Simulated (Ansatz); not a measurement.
Input:

HfO$_{2}$:
```xyz
3
Lattice="0.0000 2.5283 2.5283 2.5283 0.0000 2.5283 2.5283 2.5283 0.0000" Properties=species:S:1:pos:R:3 pbc="T T T"
Hf     0.0000     0.0000     0.0000
O      3.7925     3.7925     3.7925
O      1.2642     1.2642     1.2642
```

This is the HSE06-relaxed structure.

Problem. All from HSE06 (plane waves, PAW; program Ansatz), unless another level is named. Predict the gap with spin–orbit coupling.

Solution. 5.42 eV (at the special points and the edges found without it).

Problem. What about the band gap?

Solution. 5.41 eV (direct).

Problem. Predict the valence-band maximum.

Solution. at X.

Space group Fm-3m (fluorite). This is a known high-temperature phase of the composition, computed here at zero pressure and temperature. The cell was relaxed with HSE06 under the symmetry of its start; whether a distortion lowers the energy is not shown. No spin polarisation was allowed. The hybrid was solved on a coarse mesh, the path and, where they were found, the r²SCAN edge points; its band edges are the extreme levels among these. Spin–orbit coupling is left out wherever it is not named.

Potentials: the earlier of the program's two PAW sets.
